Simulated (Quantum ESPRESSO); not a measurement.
## In2AlGaP4 (input and log of a self-consistent run)

Computed values, not a measurement. The program is pw.x of Quantum ESPRESSO 7.5 (plane-wave density functional theory). The cell is made up: 8 atoms on a zincblende/diamond lattice, with randomly drawn elements, strain and displacements, not relaxed. PseudoDojo standard norm-conserving files (v0.5 for PBE, v0.4.1 for LDA and PBEsol) set the functional; there is no spin polarisation, spin-orbit coupling or dispersion term, and the masses in the input are unused placeholders.

Input:

```
&control calculation='scf', pseudo_dir='./dojo.nc.sr.pbe.v0_5.standard.upf', outdir='./o', disk_io='medium', tprnfor=.true., tstress=.true. /
&system ibrav=0, nat=8, ntyp=4, nbnd=37, ecutwfc=101.20763327, nosym=.true., tot_charge=0,
 occupations='smearing', smearing='fd', degauss=0.0018374661
/
&electrons conv_thr=7.350e-09, electron_maxstep=60, /
ATOMIC_SPECIES
Al 1.0 Al.upf
Ga 1.0 Ga.upf
In 1.0 In.upf
P 1.0 P.upf
CELL_PARAMETERS angstrom
5.6429 0.0521 0.0191
0.0521 5.6603 0.0115
0.0191 0.0115 5.7238
ATOMIC_POSITIONS angstrom
In 0.0054 0.1146 -0.023
Al 0.0338 2.8836 2.9067
In 2.8788 0.0167 2.8415
Ga 2.8132 2.8344 -0.0295
P 1.4388 1.426 1.4324
P 1.5124 4.2281 4.3309
P 4.2581 1.4632 4.3123
P 4.2696 4.2926 1.4296
K_POINTS automatic
6 6 6 1 1 1
```

The log is shortened where brackets say so; the opening notice, blank lines, dates and the lines on written files are dropped, and the path of the files is cut. It prints rydbergs, bohrs and kilobars, and counts compression as positive stress.

```
     Program PWSCF v.7.5
     Parallel version (MPI & OpenMP), running on       1 processor cores
     Number of MPI processes:                 1
     Threads/MPI process:                     1
     [start-up lines left out]
     bravais-lattice index     =            0
     lattice parameter (alat)  =      10.6641  a.u.
     unit-cell volume          =    1233.6141 (a.u.)^3
     number of atoms/cell      =            8
     number of atomic types    =            4
     number of electrons       =        62.00
     number of Kohn-Sham states=           37
     kinetic-energy cutoff     =     101.2076  Ry
     charge density cutoff     =     404.8305  Ry
     scf convergence threshold =      7.3E-09
     mixing beta               =       0.7000
     number of iterations used =            8  plain     mixing
     Exchange-correlation= PBE
                           (   1   4   3   4   0   0   0)
     [axes and pseudopotential details left out]
   Cartesian axes
     site n.     atom                  positions (alat units)
         1        In     tau(   1) = (   0.0009569   0.0203077  -0.0040757  )
         2        Al     tau(   2) = (   0.0059895   0.5109891   0.5150826  )
         3        In     tau(   3) = (   0.5101385   0.0029593   0.5035288  )
         4        Ga     tau(   4) = (   0.4985139   0.5022706  -0.0052276  )
         5        P      tau(   5) = (   0.2549630   0.2526947   0.2538288  )
         6        P      tau(   6) = (   0.2680053   0.7492416   0.7674583  )
         7        P      tau(   7) = (   0.7545578   0.2592868   0.7641623  )
         8        P      tau(   8) = (   0.7565956   0.7606714   0.2533327  )
     number of k points=   108  Fermi-Dirac smearing, width (Ry)=  0.0018
     Number of k-points >= 100: set verbosity='high' to print them.
     Dense  grid:   169659 G-vectors     FFT dimensions: (  72,  72,  72)
     Estimated max dynamical RAM per process >     224.98 MB
     Initial potential from superposition of free atoms
     starting charge      61.9865, renormalised to      62.0000
     Starting wfcs are   47 randomized atomic wfcs
     total cpu time spent up to now is       51.6 secs
     per-process dynamical memory:   136.3 Mb
     Self-consistent Calculation
     iteration #  1     ecut=   101.21 Ry     beta= 0.70
     Davidson diagonalization with overlap
     ethr =  1.00E-02,  avg # of iterations =  4.2
     Threshold (ethr) on eigenvalues was too large:
     Diagonalizing with lowered threshold
     Davidson diagonalization with overlap
     ethr =  5.96E-04,  avg # of iterations =  2.0
     total cpu time spent up to now is      239.7 secs
     total energy              =    -478.84350515 Ry
     estimated scf accuracy    <       0.38065574 Ry
     iteration #  2     ecut=   101.21 Ry     beta= 0.70
     Davidson diagonalization with overlap
     ethr =  6.14E-04,  avg # of iterations =  2.2
     total cpu time spent up to now is      340.2 secs
     total energy              =    -478.94399242 Ry
     estimated scf accuracy    <       0.08249365 Ry
     iteration #  3     ecut=   101.21 Ry     beta= 0.70
     Davidson diagonalization with overlap
     ethr =  1.33E-04,  avg # of iterations =  2.7
     total cpu time spent up to now is      423.9 secs
     total energy              =    -478.95797458 Ry
     estimated scf accuracy    <       0.00292224 Ry
     iteration #  4     ecut=   101.21 Ry     beta= 0.70
     Davidson diagonalization with overlap
     c_bands:  1 eigenvalues not converged
     c_bands:  1 eigenvalues not converged
     c_bands:  1 eigenvalues not converged
     c_bands:  1 eigenvalues not converged
     c_bands:  1 eigenvalues not converged
     c_bands:  2 eigenvalues not converged
     c_bands:  1 eigenvalues not converged
     ethr =  4.71E-06,  avg # of iterations = 11.4
     total cpu time spent up to now is      578.4 secs
     total energy              =    -478.95870501 Ry
     estimated scf accuracy    <       0.00172110 Ry
     iteration #  5     ecut=   101.21 Ry     beta= 0.70
     Davidson diagonalization with overlap
     ethr =  2.78E-06,  avg # of iterations =  2.7
     total cpu time spent up to now is      666.0 secs
     total energy              =    -478.95891694 Ry
     estimated scf accuracy    <       0.00019221 Ry
     iteration #  6     ecut=   101.21 Ry     beta= 0.70
     Davidson diagonalization with overlap
     ethr =  3.10E-07,  avg # of iterations =  2.4
     total cpu time spent up to now is      754.6 secs
     total energy              =    -478.95895712 Ry
     estimated scf accuracy    <       0.00000733 Ry
     iteration #  7     ecut=   101.21 Ry     beta= 0.70
     Davidson diagonalization with overlap
     ethr =  1.18E-08,  avg # of iterations =  5.1
     total cpu time spent up to now is      884.4 secs
     total energy              =    -478.95896225 Ry
     estimated scf accuracy    <       0.00000271 Ry
     iteration #  8     ecut=   101.21 Ry     beta= 0.70
     Davidson diagonalization with overlap
     ethr =  4.38E-09,  avg # of iterations =  2.0
     total cpu time spent up to now is      979.8 secs
     total energy              =    -478.95896279 Ry
     estimated scf accuracy    <       0.00000011 Ry
     iteration #  9     ecut=   101.21 Ry     beta= 0.70
     Davidson diagonalization with overlap
     ethr =  1.70E-10,  avg # of iterations =  5.0
     total cpu time spent up to now is     1136.5 secs
     total energy              =    -478.95896285 Ry
     estimated scf accuracy    <       0.00000008 Ry
     iteration # 10     ecut=   101.21 Ry     beta= 0.70
     Davidson diagonalization with overlap
     ethr =  1.29E-10,  avg # of iterations =  2.0
     total cpu time spent up to now is     1236.9 secs
     End of self-consistent calculation
     [lines on levels left out]
!    total energy              =    -478.95896286 Ry
     estimated scf accuracy    <          3.0E-09 Ry
     smearing contrib. (-TS)   =      -0.00000000 Ry
     internal energy E=F+TS    =    -478.95896286 Ry
     The total energy is F=E-TS. E is the sum of the following terms:
     one-electron contribution =    -202.32732971 Ry
     hartree contribution      =     142.00522478 Ry
     xc contribution           =    -140.75771434 Ry
     ewald contribution        =    -277.87914359 Ry
     convergence has been achieved in  10 iterations
     Forces acting on atoms (cartesian axes, Ry/au):
     atom    1 type  3   force =     0.01379446   -0.04995783    0.01775319
     atom    2 type  1   force =     0.00309183   -0.00668577   -0.01228967
     atom    3 type  3   force =    -0.01686227    0.00356661    0.01984557
     atom    4 type  2   force =     0.01380479   -0.00145695    0.02385780
     atom    5 type  4   force =    -0.00219272    0.07326464    0.01660993
     atom    6 type  4   force =    -0.02398914   -0.02558562   -0.01362293
     atom    7 type  4   force =    -0.01471074    0.07574980   -0.03083573
     atom    8 type  4   force =     0.02706379   -0.06889489   -0.02131816
     Total force =     0.156723     Total SCF correction =     0.000186
     Computing stress (Cartesian axis) and pressure
          total   stress  (Ry/bohr**3)                   (kbar)     P=       33.25
   0.00025171  -0.00014504   0.00007005           37.03      -21.34       10.30
  -0.00014504   0.00022457  -0.00001866          -21.34       33.04       -2.75
   0.00007005  -0.00001866   0.00020172           10.30       -2.75       29.67
     init_run     :     48.60s CPU     51.53s WALL (       1 calls)
     electrons    :   1143.68s CPU   1185.33s WALL (       1 calls)
     forces       :     28.79s CPU     29.06s WALL (       1 calls)
     stress       :     69.03s CPU     72.15s WALL (       1 calls)
     [timing details left out]
     PWSCF        :  21m30.51s CPU  22m18.98s WALL
     JOB DONE.
```

In other units: free energy -6516.569 eV for the cell, pressure 3.32 GPa, largest force component 1.948 eV/Å. This run is the check on a run of the same cell at 1088 eV and a 4 x 4 x 4 mesh: rerunning at 1377 eV and a 6 x 6 x 6 mesh moved values by no more than 0.008 eV in energy, 0.02 GPa in stress and 0.002 eV/Å in force.